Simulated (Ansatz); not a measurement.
TiO2 and the effect of the choice of potentials or basis

The cell as given:

Space group I4_1/amd:1 (No. 141). a = 3.784 Å, b = 3.784 Å, c = 9.515 Å, α = 90.00°, β = 90.00°, γ = 90.00°
```
atom  site  symmetry       x       y       z
  Ti    4a      -4m2  0.0000  0.5000  0.2500
   O    8e      2mm.  0.5000  0.5000  0.2919
```

Kept alike: task relaxation of cell and atoms; functional PBEsol; k mesh 10 × 10 × 10; occupations fermi-dirac, width 0.05 eV; no spin polarisation. Program: Ansatz. Cutoffs run from 930 to 1380 eV. The mesh is that of the run's cell of 6 atoms. No spin-orbit coupling.

| choice of potentials or basis | band gap (eV) | volume (Å³/atom) |
| --- | --- | --- |
| Ansatz PAW (files of its older set among them) (made for PBE) | 2.116 | 11.313 |
| JTH PAW (made for PBE) | 2.114 | 11.338 |
| PseudoDojo standard (PBEsol files) | 2.154 | 11.293 |

Gaps hold for each row's own relaxed cell. The relaxations keep at least the cell's symmetry (I4_1/amd). Relaxations stop with a little pressure left, so the last digits of a volume or edge aren't settled. A gap read on the mesh alone can miss an edge between its points.

Task: What does the choice of potentials or basis change here?

Result: The band gap runs from 2.114 (JTH PAW (made for PBE)) to 2.154 eV (PseudoDojo standard (PBEsol files)). The volume runs from 11.293 (PseudoDojo standard (PBEsol files)) to 11.338 Å³/atom (JTH PAW (made for PBE)).
